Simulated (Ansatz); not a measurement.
SrO:
```
SrO
1.0
    0.00000     2.59745     2.59745
    2.59745     0.00000     2.59745
    2.59745     2.59745     0.00000
Sr O
1 1
Direct
  0.50000   0.50000   0.50000
  0.00000   0.00000   0.00000
```

Relaxed with PBE. Special points in fractions of this cell's reciprocal vectors: Γ (0.000, 0.000, 0.000); X (0.500, 0.000, 0.500); U (0.625, 0.250, 0.625); K (0.375, 0.375, 0.750); L (0.500, 0.500, 0.500); W (0.500, 0.250, 0.750).

Q: List the band energies nearest the valence-band maximum at these points for PBE with spin–orbit coupling in the plane-wave PAW code Ansatz.

A: In eV from the valence-band maximum; about four levels below and three above (degenerate sets whole), none deeper than 8.9 eV; points with the same levels are listed once.

| k | below | above |
|---|---|---|
| Γ | 0.00 0.00 0.00 0.00 | 3.77 3.77 6.16 6.16 6.16 6.16 |
| X | -0.15 -0.15 -0.08 -0.08 | 3.31 3.31 7.59 7.59 |
| U | -0.57 -0.57 -0.50 -0.50 | 4.75 4.75 7.74 7.74 |
| L | -1.08 -1.08 -1.07 -1.07 | 6.43 6.43 8.16 8.16 |
| W | -0.50 -0.50 -0.43 -0.43 | 5.94 5.94 5.94 5.94 |

Space group Fm-3m (rock salt). The cell was relaxed with PBE under the symmetry of its start.

Potentials: the later of the program's two PAW sets.
